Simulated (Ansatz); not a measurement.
Two states of La2NiO4

```
La Ni O
1.0
    -1.93012    1.93012    6.31573
     1.93012   -1.93012    6.31573
     1.93012    1.93012   -6.31573
La Ni O
2 1 4
Direct
  0.36250 0.36250 0.00000
  0.63750 0.63750 0.00000
  0.00000 0.00000 0.00000
  0.50000 0.00000 0.50000
  0.00000 0.50000 0.50000
  0.17970 0.17970 0.00000
  0.82030 0.82030 0.00000
```

Method: r2SCAN; PAW, plane waves to 500 eV, 7×7×7 Γ-centred mesh, fermi-dirac occupations (width 0.1 eV) (Ansatz 0.2.0), atoms fixed.

State A: Ni3 up (collinear spin). State B: no moments (no spin polarisation).

Task: Which state is lower, and how do they differ?

Result: State A is lower by 87.3 meV an atom at zero smearing; in free energy at this smearing B lies +83.3 meV an atom from A.

```tsv
state	free energy (meV/atom)	largest moment in a small sphere (μB)	net moment (μB/cell)	gap on mesh (eV)	pressure (GPa)	largest force (eV/Å)
A	0.0	1.57	1.94	metal	0.4	0.33
B	83.3	0.00	0.00	metal	-2.5	0.23
```

Origin: a database entry at a rescaled volume. Caveats: semilocal functionals often miss the gap of such magnets; the k mesh is coarse if the cell is a metal.
